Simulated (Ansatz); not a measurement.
TaAs:
```
TaAs
1.0
   -1.73141     1.73141     5.86746
    1.73141    -1.73141     5.86746
    1.73141     1.73141    -5.86746
Ta As
2 2
Direct
  0.99912   0.99912   0.00000
  0.74912   0.24912   0.50000
  0.41688   0.41688   0.00000
  0.16688   0.66688   0.50000
```

Relaxed with PBE.

Q: Which orbitals make up the states near the Fermi level in plane-wave PAW PBE (Ansatz code)?

A: Within 0.5 eV of the Fermi level: Ta 5d 86 %, As 4p 10 %. Projections are on Löwdin-orthogonalised atomic valence shells; empty p or d shells of many metals are not among them.

Q: Tabulate the density of states.

A: States/eV per cell of 4 atoms, in 0.25 eV bins, energy from the Fermi level.

```
E (eV)  total  Ta 5d  As 4p  Ta 6s
------  -----  -----  -----  -----
-7.85    0.00   0.00   0.00   0.00
-7.60    0.00   0.00   0.00   0.00
-7.35    0.01   0.00   0.01   0.00
-7.10    0.55   0.09   0.31   0.11
-6.85    0.79   0.14   0.45   0.14
-6.60    1.15   0.25   0.66   0.17
-6.35    1.41   0.34   0.79   0.18
-6.10    1.97   0.51   1.12   0.23
-5.85    2.59   0.72   1.48   0.26
-5.60    3.06   1.03   1.71   0.20
-5.35    1.59   0.51   0.87   0.12
-5.10    1.23   0.36   0.70   0.07
-4.85    1.65   0.50   0.99   0.07
-4.60    2.32   0.73   1.37   0.10
-4.35    2.36   0.76   1.40   0.08
-4.10    2.56   0.89   1.47   0.08
-3.85    2.53   0.96   1.41   0.06
-3.60    2.65   1.07   1.43   0.06
-3.35    3.20   1.35   1.71   0.06
-3.10    4.06   1.68   2.21   0.07
-2.85    3.60   1.59   1.87   0.05
-2.60    3.36   1.63   1.60   0.05
-2.35    2.89   1.54   1.25   0.04
-2.10    1.60   0.93   0.61   0.02
-1.85    1.03   0.65   0.34   0.01
-1.60    2.52   1.92   0.44   0.06
-1.35    4.17   3.26   0.46   0.24
-1.10    3.09   2.42   0.37   0.12
-0.85    3.22   2.62   0.34   0.07
-0.60    1.80   1.49   0.23   0.02
-0.35    0.80   0.65   0.12   0.01
-0.10    0.24   0.21   0.02   0.00
0.15     0.68   0.61   0.05   0.00
0.40     1.91   1.67   0.16   0.01
0.65     1.66   1.41   0.18   0.01
0.90     1.85   1.58   0.18   0.01
1.15     2.27   1.95   0.19   0.03
1.40     3.00   2.55   0.26   0.05
1.65     2.46   2.02   0.23   0.05
1.90     3.04   2.43   0.31   0.08
2.15     3.56   2.66   0.42   0.16
2.40     4.14   3.03   0.40   0.29
2.65     4.37   3.11   0.47   0.32
2.90     4.29   2.98   0.55   0.24
3.15     4.33   2.76   0.63   0.36
3.40     3.36   1.95   0.58   0.36
3.65     4.58   2.62   0.91   0.37
```

Space group I4_1md. The PBE relaxation kept the symmetry of its start. The run is not spin-polarised. A small band overlap can be real or an error of a semilocal functional. Scalar-relativistic: spin–orbit coupling is off unless named, which matters more the heavier the elements.

Potentials: the later of the program's two PAW sets.
